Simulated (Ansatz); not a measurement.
**rocksalt-structured HfB**

Computed with Ansatz (plane waves, PAW, 420 eV cutoff): PBE, scalar-relativistic, no spin polarisation, Γ-centred 9×9×9 mesh, 0.05 eV Gaussian smearing. The datasets are Ansatz's generated set soft_2.

```yaml
crystal:
  lattice:
    - [0.00000, 2.41726, 2.41726]
    - [2.41726, 0.00000, 2.41726]
    - [4.83451, 4.83451, 0.00000]
  atoms:
    - { symbol: Hf, position: [0.50000, 0.50000, 0.25000] }
    - { symbol: B, position: [0.00000, 0.00000, 0.00000] }
    - { symbol: Hf, position: [0.50000, 0.50000, 0.75000] }
    - { symbol: B, position: [0.00000, 0.00000, 0.50000] }
```

The compound is reported in the structure type of the start.

The cell above (space group Fm-3m at a tolerance of 0.05 Å) comes from a relaxation within its symmetry on a finer mesh. All atoms were then moved at random (spread 0.05 Å) and the cell was relaxed without symmetry.

**Question.** Does the structure survive?

**Answer.** It returns: the energy ends within 0.1 meV/atom of the undisturbed cell and space group Fm-3m is found again (tolerance 0.05 Å). The test covers only distortions that fit this cell.

step (a selection, trial steps included), E − E(end) (meV/atom) and a bar:
```
        1       25.0 ##############################
        2        3.2 ####
        3        0.2 
        4        0.0 
        5        0.0
```

Scalar-relativistic only: spin–orbit splittings of the heavy atoms' levels are missing. The k-mesh is coarse, so small energy differences aren't converged.
